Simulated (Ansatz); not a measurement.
BaMg2FeH8:
Space group P-3m1 (No. 164); a = b = 4.533 Å, c = 6.911 Å, α = β = 90.00°, γ = 120.00°

```tsv
atom	site	symmetry	x	y	z
Ba	1b	-3m.	0.0000	0.0000	0.5000
Mg	2d	3m.	0.3333	0.6667	0.1111
Fe	1a	-3m.	0.0000	0.0000	0.0000
H	6i	.m.	0.3195	0.1597	0.1353
H	2d	3m.	0.3333	0.6667	0.3876
```

Relaxed at zero pressure with DFT-r²SCAN in the program Ansatz with PAW potentials.

### Question
The volume is raised by 3 % and shape and atoms relax at that volume. What pressure results, and how do the axes share the change?

### Answer
-1.5 GPa; a 0.9 %, b 0.9 %, c 1.1 %; the energy rises by 2 meV/atom.

### Question
Give the new structure.

### Answer

Space group P-3m1 (No. 164); a = b = 4.5742 Å, c = 6.9901 Å, α = β = 90.00°, γ = 120.00°

| atom | site | symmetry | x | y | z |
|---|---|---|---|---|---|
| Ba | 1b | -3m. | 0.0000 | 0.0000 | 0.5000 |
| Mg | 2d | 3m. | 0.3333 | 0.6667 | 0.1098 |
| Fe | 1a | -3m. | 0.0000 | 0.0000 | 0.0000 |
| H | 6i | .m. | 0.3176 | 0.1588 | 0.1339 |
| H | 2d | 3m. | 0.3333 | 0.6667 | 0.3849 |

The phase is kept; no other phase was compared at this pressure.

The first step of the workflow began from a Materials Project structure, measured or hypothetical; the Crystallography Open Database copy checked does not list it. Its standing as an ambient phase is unchecked. The r²SCAN relaxation kept the symmetry of its start; whether a distortion lowers the energy is not shown. No spin polarisation was allowed. Scalar-relativistic: spin–orbit coupling is off unless named, which matters more the heavier the elements.

Potentials: the later of the program's two PAW sets.
